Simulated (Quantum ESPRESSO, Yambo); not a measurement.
At a photon energy of 12.12 eV, RPA with local fields on PBEsol bands shifted by a G0W0 scissor of 3.82 eV (Quantum ESPRESSO and Yambo; 3×3×4 mesh, 134 bands, 3 Ry local-field block, 0.2 eV broadening) gives ε = 2.97 + 0.68i for Cs$_{2}$LiAlF$_{6}$ (space group P-3m1, No. 164), field along x. Axes are Cartesian, with cell vectors (Å) (6.30, 0.00, 0.00), (-3.15, 5.45, 0.00), (0.00, 0.00, 5.10).

**Question.** Work out n, κ, the normal-incidence reflectivity, the absorption coefficient and the penetration depth.

**Answer.** 
|ε| = 3.05; n = √((|ε| + ε1)/2) = 1.73, κ = √((|ε| − ε1)/2) = 0.20. R = ((n − 1)² + κ²)/((n + 1)² + κ²) = 0.08. α = 2Eκ/(ħc) with ħc = 197.327 eV nm: 0.0241 per nm = 2.4 × 10⁵ per cm, a 1/e depth of 42 nm. The computed direct gap is 10.58 eV, and the energy scale of the real crystal may differ from it. Excitonic effects are left out, and values at one energy depend on mesh and broadening. The scissor comes from a G0W0 run whose convergence isn't established. Convergence of the RPA response with its 3×3×4 mesh was not tested.

Geometry of the Materials Project entry, not relaxed at this level; primitive cell a = b = 6.2979 Å, c = 5.1033 Å, α = β = 90.00°, γ = 120.00°.

The structure is a Materials Project entry; no match was found in the copy of COD used, and its stability was not checked.
